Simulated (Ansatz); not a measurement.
Ru:
```yaml
crystal:
  lattice:
    - [2.70476, 0.00000, 0.00000]
    - [-1.35238, 2.34239, 0.00000]
    - [0.00000, 0.00000, 4.26609]
  atoms:
    - { symbol: Ru, position: [0.66667, 0.33333, 0.75000] }
    - { symbol: Ru, position: [0.33333, 0.66667, 0.25000] }
```

Relaxed with r²SCAN. Special points in fractions of this cell's reciprocal vectors: Γ (0.000, 0.000, 0.000); M (0.500, 0.000, 0.000); K (0.333, 0.333, 0.000); A (0.000, 0.000, 0.500); L (0.500, 0.000, 0.500); H (0.333, 0.333, 0.500).

Question: List the band energies nearest the Fermi level at these points for the program Ansatz at the r²SCAN with spin–orbit coupling level (PAW).

Answer: In eV from the Fermi level; about four levels below and three above (degenerate sets whole), none deeper than 8.9 eV; points with the same levels are listed once.

| k | below | above |
|---|---|---|
| Γ | -1.61 -1.61 -1.46 -1.46 | 1.09 1.09 1.27 1.27 |
| M | -1.96 -1.96 -1.63 -1.63 | 1.40 1.40 1.79 1.79 |
| K | -3.01 -3.01 -1.18 -1.18 | 0.94 0.94 1.08 1.08 |
| A | -2.82 -2.82 -2.82 -2.82 | 0.47 0.47 0.47 0.47 |
| L | -1.20 -1.20 -1.20 -1.20 | 0.40 0.40 0.40 0.40 |
| H | -1.42 -1.42 -1.21 -1.21 | 1.20 1.20 1.25 1.25 |

Space group P6_3/mmc (hcp (Mg type)). Symmetry was held in the r²SCAN relaxation. No spin polarisation was allowed.

Potentials: the earlier of the program's two PAW sets.
